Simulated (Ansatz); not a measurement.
The end point of a relaxation of AlN. Space group Fm-3m (No. 225), rock salt type. All values below come from r2SCAN (plane waves to 500 eV, PAW, scalar-relativistic; Ansatz, an electronic-structure program).

Space group Fm-3m (No. 225); a = b = c = 4.0365 Å, α = β = γ = 90.00°

```
atom  site  symmetry       x       y       z
----  ----  --------  ------  ------  ------
Al      4a      m-3m  0.0000  0.0000  0.0000
N       4b      m-3m  0.5000  0.5000  0.5000
```
(The calculation used a cell of 2 atoms; values per cell refer to that cell.)

Problem. Give the band gap at the level r2SCAN.

Solution. 5.53 eV, indirect (valence top at Γ, conduction bottom at X) (no spin-orbit coupling).

Problem. What smallest direct gap does r2SCAN give?

Solution. 6.54 eV at Γ.

No spin polarisation in the result.

The run could not lose the symmetry of its start; a randomly shaken copy of 4 atoms returns to this structure.

All atoms sit on sites fixed by symmetry, so only the cell could relax.

The relaxed structure has the type that AlN is known to take under pressure; here it was relaxed at zero pressure, from a generated start.
